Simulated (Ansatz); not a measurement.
Relaxed-ion elastic tensor of Mg in space group P6/mmm (No. 191; Mg on 1a, Mg on 2d) in GPa (Voigt order), the program Ansatz at the r²SCAN level (PAW); density 1.77 g/cm³, 22.83 Å³ per atom.

```
70.1  33.3  12.1   0.0   0.0   0.0
33.3  70.1  12.1   0.0   0.0   0.0
12.1  12.1  84.8   0.0   0.0   0.0
 0.0   0.0   0.0   8.0   0.0   0.0
 0.0   0.0   0.0   0.0   8.0   0.0
 0.0   0.0   0.0   0.0   0.0  18.4
```

Problem. Is the crystal mechanically stable?

Solution. Yes: the smallest eigenvalue of C is 8.0 GPa.

Problem. Work out the Voigt, Reuss and Hill averages.

Solution. K_V = 37.8, K_R = 37.7, K_H = 37.8; G_V = 18.0, G_R = 13.0, G_H = 15.5 GPa.

Problem. Give Young's modulus, Poisson's ratio, Pugh's ratio and the universal anisotropy index.

Solution. E = 9KG/(3K + G) = 40.9 GPa; ν = 0.32; K/G = 2.43 (ductile by the Pugh limit of 1.75); A_U = 5G_V/G_R + K_V/K_R − 6 = 1.95.

Problem. Estimate the sound speeds and the Debye temperature.

Solution. v_l = √((K + 4G/3)/ρ) = 5750 m/s, v_t = √(G/ρ) = 2960 m/s, mean 3320 m/s; Θ = (h/k)(3n/4πV)^(1/3) v_m = 348 K.

Problem. Solve the Christoffel equation for the three sound speeds along x, y, z.

Solution. Eigenvalues of C_ijkl n_j n_l equal ρv². In km/s, slowest first: x 2.13, 3.23, 6.30; y 2.13, 3.23, 6.30; z 2.13, 2.13, 6.92.

Problem. How much does each axis shrink under pressure?

Solution. Linear compressibilities β_i = Σ_j S_ij (j = 1 to 3): x 8.6, y 8.6, z 9.3 per TPa.

A made-up cell: these elements were put on the sites of a structure type; the Crystallography Open Database copy checked does not list it. It is not the phase usual at ambient conditions (space group No. 194). The cell was relaxed with r²SCAN under the symmetry of its start; its stability against distortions is not shown here. As this level gives no gap, shear constants depend on the k-mesh and smearing (Fermi–Dirac, 0.1 eV here).

Potentials: the later of the program's two PAW sets.
